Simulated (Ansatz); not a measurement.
Relaxed BN (zinc blende):

```yaml
crystal:
  lattice:
    - [0.00000, 3.60886, 3.60886]
    - [1.80443, 0.00000, 1.80443]
    - [1.80443, 1.80443, 0.00000]
  atoms:
    - { symbol: N, position: [0.37500, 0.75000, 0.75000] }
    - { symbol: N, position: [0.87500, 0.75000, 0.75000] }
    - { symbol: B, position: [0.00000, 0.00000, 0.00000] }
    - { symbol: B, position: [0.50000, 0.00000, 0.00000] }
```

A phonon eigenvector at L = (0.5, 0.0, 0.0) is frozen into this cell: atom i moves by Q times the vector below, so Q is the largest atomic displacement, in Å. The cell is held. It is one choice among 2 degenerate patterns. (q is in reciprocal vectors of the primitive cell; the cell shown is doubled to hold the pattern.)

| atom | x | y | z |
|---|---|---|---|
| N1 | 0.217 | -0.395 | 0.611 |
| N2 | -0.217 | 0.395 | -0.611 |
| B3 | 0.285 | -0.520 | 0.805 |
| B4 | -0.285 | 0.520 | -0.805 |

The numbers are results of r2SCAN (plane waves to 500 eV, PAW, scalar-relativistic; Ansatz, a quantum-chemistry and plane-wave program), not measurements. k mesh 8×16×16 (Γ-centred), Fermi-Dirac smearing 0.05 eV. BN was relaxed with its symmetry unable to fall. The PAW data are Ansatz's earlier set.

At one point of the scan the forces (eV/Å) are:

```json
[
 {"atom": "N1", "Fx": "-0.234", "Fy": "0.579", "Fz": "-0.967"},
 {"atom": "N2", "Fx": "0.484", "Fy": "-0.724", "Fz": "1.035"},
 {"atom": "B3", "Fx": "-0.490", "Fy": "0.734", "Fz": "-1.051"},
 {"atom": "B4", "Fx": "0.239", "Fy": "-0.590", "Fz": "0.983"}
]
```

Question: Which point is it?
A. Q = 0.017 Å
B. Q = 0.100 Å
C. Q = 0.033 Å
D. Q = 0.067 Å

Answer: C, Q = 0.033 Å

(A displaced cell: forces are minus the slopes of the energy, force constants its curvatures, and phonons follow from these.)
